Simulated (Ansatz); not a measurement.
Ag (simple cubic): energy against volume

These are results of DFT, r2SCAN, plane waves (500 eV) with PAW, scalar-relativistic (Ansatz), not measurements. The PAW files were generated under PBE, with cores re-solved for the functional.

The cell is scaled uniformly from the relaxed one, with fractional coordinates and shape fixed. Energies are extrapolated to zero smearing, pressures are those at the given smearing. Magnetic state: spin not included.

A Birch-Murnaghan fit gives V₀ = 20.02 Å³/atom, B₀ = 79 GPa, B₀′ = 5.7.

Q: What are the energy above the minimum and the pressure at 17.620 Å³/atom?

A: 94.1 meV/atom and 14.46 GPa as computed.

Q: What are the energy above the minimum and the pressure at 20.824 Å³/atom?

A: 7.3 meV/atom and -2.78 GPa as computed.

Q: What are the energy above the minimum and the pressure at 22.426 Å³/atom?

A: 55.6 meV/atom and -6.49 GPa as computed.
